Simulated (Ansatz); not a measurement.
Values for one crystal, relaxed and computed with the program Ansatz at the PBE level (PAW); other levels are named.

```yaml
volume_per_atom: 11.76 Å³
band_gap: 1.71 eV (direct)
Electron effective mass with spin–orbit coupling: 0.14, 0.16, 0.16 mₑ (principal values)
Formation energy from the elements (no fitted shifts): -0.43 eV/atom
valence_band_maximum: at Γ
Hole effective mass with spin–orbit coupling: 2.2 along z (mₑ)
Gap with spin–orbit coupling: 1.71 eV
```

Pick the material that matches.
(A) GaN, wurtzite
(B) AlN, wurtzite
(C) SiC, zinc blende
(D) SiRu, P2_13 (Si on 4a, Ru on 4a)

A, GaN, wurtzite

Space group P6_3mc (wurtzite). Symmetry was held in the PBE relaxation. The references are the lowest solids computed at this level, not always the standard phases (solids in place of the gases). Spin–orbit coupling is left out wherever it is not named.

Potentials: the earlier of the program's two PAW sets.
